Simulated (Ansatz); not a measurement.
LuPO₄:
```cif
data_Lu4O16P4
_chemical_formula_sum 'Lu4 P4 O16'
_space_group_name_H-M_alt 'I41/amd :1'
_space_group_IT_number 141
_space_group_name_Hall 'I 4bw 2bw -1bw'
_cell_length_a 6.79641
_cell_length_b 6.79641
_cell_length_c 5.95468
_cell_angle_alpha 90.000
_cell_angle_beta 90.000
_cell_angle_gamma 90.000
loop_
_atom_site_label
_atom_site_type_symbol
_atom_site_symmetry_multiplicity
_atom_site_Wyckoff_symbol
_atom_site_fract_x
_atom_site_fract_y
_atom_site_fract_z
_atom_site_occupancy
Lu1 Lu 4 a 0.00000 0.00000 0.00000 1
P1 P 4 b 0.00000 0.00000 0.50000 1
O1 O 16 h 0.32337 0.00000 0.08795 1
```
(The calculation used a cell of 12 atoms; values per cell refer to that cell.)

Relaxed with r²SCAN. r²SCAN in the plane-wave PAW code Ansatz gives a gap of 6.87 eV.

Task: What gap does HSE06 give on the same cell (Ansatz, PAW)?

Result: 8.03 eV, 1.16 eV more. The hybrid was solved on a coarser mesh and at special points; its gap is the smallest among all of these.

Cost on shared cores: the r²SCAN run (SCF on a 6×6×6 mesh, then bands and DOS) about 6 core-minutes (a rough figure), the HSE06 run (SCF on 4×4×4, then a few points) roughly 5 core-minutes; the tasks are unlike.

Space group I4_1/amd. The workflow started from an entry of the Crystallography Open Database (COD, 298 K). Whether it is the stable phase at ambient conditions was not checked. Symmetry was held in the r²SCAN relaxation; its stability against distortions is not shown here. Scalar-relativistic: spin–orbit coupling is off unless named, which matters more the heavier the elements.

Potentials: the later of the program's two PAW sets.
